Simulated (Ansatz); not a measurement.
Level of theory: Ansatz 0.2.0, DFT PBE, scalar-relativistic, plane waves, PAW. All cells share a 420 eV cutoff and Γ-centred k meshes spaced at most about 0.3 Å⁻¹ (about 0.25 or finer for metals, 2π included). No spin polarisation in the final relaxations.

All energies are static (0 K, no zero-point motion).

Compare these two cells of Sc₃SbP₂, each relaxed at this level.

A.

```xyz
6
Lattice="1.9028 1.0986 10.1764 -1.9028 1.0986 10.1764 0.0000 -2.1972 10.1764" Properties=species:S:1:pos:R:3 pbc="T T T"
Sc    0.0000    0.0000   18.4263
Sc    0.0000    0.0000   12.1029
Sc    0.0000    0.0000   15.2646
Sb    0.0000    0.0000    0.0000
P     0.0000    0.0000    6.6990
P     0.0000    0.0000   23.8303
```

B.

```xyz
6
Lattice="3.3104 0.0000 0.0000 0.0000 3.3104 0.0000 0.0000 0.0000 10.7474" Properties=species:S:1:pos:R:3 pbc="T T T"
Sc    1.6552    1.6552    2.2830
Sc    1.6552    1.6552    5.3737
Sc    1.6552    1.6552    8.4643
Sb    0.0000    0.0000    0.0000
P     0.0000    0.0000    3.6889
P     0.0000    0.0000    7.0585
```

Task: Which would you expect to be lower, and how large is the difference?

Result: A is lower, by 0.32 eV/atom. A has space group R-3m (No. 166), 21.3 Å³/atom and no gap on its mesh; B has Sb and P ordered on caesium chloride sites, space group P4/mmm (No. 123), 19.6 Å³/atom and no gap. Counting P or Sb atoms around Sc (for each partner element, those within 1.25 times its shortest distance or 1.15 times the sum of covalent radii, where it is the nearest in units of that sum or under 1.3), A has Sc 6 and B has Sc 8. The lower one is the more open, so pressure narrows the difference. In A, Sc on a site of symmetry 3m is surrounded by 3 P at 2.69 Å, 3 Sb at 2.92 Å and 1 Sc at 3.16 Å; Sb has 6 Sc at 2.92 Å; P has 6 Sc at 2.69–2.72 Å; 1 more site not described. In B, Sc on a site of symmetry 4mm has 4 P at 2.73 Å, 1 Sc at 3.09 Å, 4 Sb at 3.27 Å and 4 Sc at 3.31 Å; Sb has 8 Sc at 3.27 Å, 4 Sb at 3.31 Å and 2 P at 3.69 Å; P has 8 Sc at 2.73–2.88 Å, 5 P at 3.31–3.37 Å and 1 Sb at 3.69 Å; 1 more site not described. Both come from invented guesses. A third cell relaxed alike, in R3m, lies 61 meV/atom below the lower of the two; the P4/mmm cell fell into it when its atoms were moved at random.

These runs have no spin–orbit coupling, which can matter for Sb. Cells relaxed within their symmetry can be saddle points.
